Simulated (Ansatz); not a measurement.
Given:

WS:
```cif
data_SW
_chemical_formula_sum 'W1 S1'
_space_group_name_H-M_alt 'P-6m2'
_space_group_IT_number 187
_space_group_name_Hall 'P -6 2'
_cell_length_a 3.15385
_cell_length_b 3.15385
_cell_length_c 3.34167
_cell_angle_alpha 90.000
_cell_angle_beta 90.000
_cell_angle_gamma 120.000
loop_
_atom_site_label
_atom_site_type_symbol
_atom_site_symmetry_multiplicity
_atom_site_Wyckoff_symbol
_atom_site_fract_x
_atom_site_fract_y
_atom_site_fract_z
_atom_site_occupancy
W1 W 1 a 0.00000 0.00000 0.00000 1
S1 S 1 d 0.33333 0.66667 0.50000 1
```

This is the r²SCAN-relaxed structure.

Problem. All from plane-wave PAW r²SCAN (Ansatz code), unless another level is named. Estimate the electronic character.

Solution. metallic (no gap).

Problem. Give the formation energy from the elements (no fitted shifts).

Solution. 0.16 eV/atom.

Problem. Predict the gap with spin–orbit coupling.

Solution. none (metallic).

The start of the workflow was typed in or built on a structure type; neither database checked (COD, Materials Project) lists it. Its standing as an ambient phase is unchecked. The cell was relaxed with r²SCAN under the symmetry of its start; its stability against distortions is not shown here. The workflow began spin-polarised and lost its moments. Its formation energy is positive at this level, so the cell may be metastable or incomplete. The references are the lowest solids computed at this level, not always the standard phases. Spin–orbit coupling is left out wherever it is not named.

Potentials: the earlier of the program's two PAW sets.
